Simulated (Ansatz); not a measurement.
GeAs:
```
CELL_PARAMETERS angstrom
      7.49361     1.90019     0.00000
     -7.49361     1.90019     0.00000
     -1.39533     0.00000     9.17648
ATOMIC_POSITIONS crystal
  Ge 0.62553 0.37447 0.92691
  Ge 0.37447 0.62553 0.07309
  Ge 0.74851 0.25149 0.78367
  Ge 0.25149 0.74851 0.21633
  Ge 0.06940 0.93060 0.58831
  Ge 0.93060 0.06940 0.41169
  As 0.02878 0.97122 0.83695
  As 0.97122 0.02878 0.16305
  As 0.35298 0.64702 0.80618
  As 0.64702 0.35298 0.19382
  As 0.66445 0.33555 0.53716
  As 0.33555 0.66445 0.46284
```

Relaxed with LDA. Special points in fractions of this cell's reciprocal vectors: Γ (0.000, 0.000, 0.000); C (0.266, 0.266, 0.000); C2 (-0.266, 0.734, 0.000); Y2 (-0.500, 0.500, 0.000); M2 (-0.500, 0.500, 0.500); D (-0.262, 0.738, 0.500); D2 (0.262, 0.262, 0.500); A (0.000, 0.000, 0.500); L2 (0.000, 0.500, 0.500); V2 (0.000, 0.500, 0.000).

Q: List the band energies nearest the valence-band maximum at these points for the program Ansatz at the LDA level (PAW).

A: In eV from the valence-band maximum; about four levels below and three above (degenerate sets whole), none deeper than 8.9 eV; points with the same levels are listed once.

| k | below | above |
|---|---|---|
| Γ | -1.70 -1.59 -1.39 -1.09 | 0.71 1.27 1.74 |
| C | -2.62 -2.56 -2.25 -1.99 | 1.17 1.37 1.69 |
| Y2 | -1.25 -0.98 -0.49 -0.18 | 0.35 0.68 1.07 |
| M2 | -1.29 -0.95 -0.42 -0.09 | 0.09 0.65 0.66 |
| D | -2.34 -2.06 -1.21 -0.90 | 0.46 1.09 1.24 |
| A | -1.41 -1.34 -1.08 -1.05 | 0.69 0.88 0.96 |
| L2 | -2.30 -1.70 -1.05 -1.04 | 0.32 0.65 0.65 |
| V2 | -2.60 -2.36 -2.21 -1.85 | 0.58 1.27 1.39 |

Space group C2/m. The start of the workflow was typed in or built on a structure type; neither database checked (COD, Materials Project) lists it. Its standing as an ambient phase is unchecked. The LDA relaxation kept the symmetry of its start; whether a distortion lowers the energy is not shown. The volume moved by -23 % from the start of the relaxation. A crystal of weakly bound layers computed without a dispersion correction: the cell and the soft elastic constants depend strongly on that. Spin–orbit coupling is left out wherever it is not named.

Potentials: the later of the program's two PAW sets.
